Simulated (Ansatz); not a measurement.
Li2H6Pt in space group Fm-3m (No. 225; Li on 8c, H on 24e, Pt on 4a), plane-wave PAW PBEsol (Ansatz code). The conduction-band minimum lies at X, with 3 equivalent valleys. Second derivatives d²E/dk² of the lowest band at one valley (eV·Å²), along Cartesian directions:

```csv
direction,d²E/dk²
[100],11.13
[010],25.43
[001],25.43
[110],18.27
[101],18.27
[011],25.43
```

Q: Find the principal effective masses, the density-of-states mass and the conductivity mass.

A: Off-diagonal terms follow from H_xy = H[110] − (H_xx + H_yy)/2, and m*/mₑ = 7.620 eV·Å² over each eigenvalue: 0.30, 0.30, 0.68. One valley's DOS mass (m₁m₂m₃)^(1/3) = 0.39, conductivity mass 3/(Σ 1/mᵢ) = 0.37 mₑ.

Q: What effective density of states Nc follows at 300 K for parabolic valleys?

A: Nc = 2.509e19 × 3 × (0.39)^(3/2) ≈ 1.8e19 cm⁻³.

Q: With the computed static dielectric constant 11.1 (mean of the diagonal), estimate a hydrogenic donor's binding energy and radius.

A: E = 13.606 eV × 0.37/11.1² ≈ 41 meV; a = 0.529 Å × ε/m* ≈ 16 Å. Semilocal masses tend to be too small where the gap is.

The first step of the workflow began from a Materials Project structure, measured or hypothetical; the Crystallography Open Database copy checked does not list it. Its standing as an ambient phase is unchecked. The PBEsol relaxation kept the symmetry of its start; of distortions, only those at the zone centre were tested. No spin polarisation was allowed. Spin–orbit coupling is left out wherever it is not named.

Potentials: the later of the program's two PAW sets.
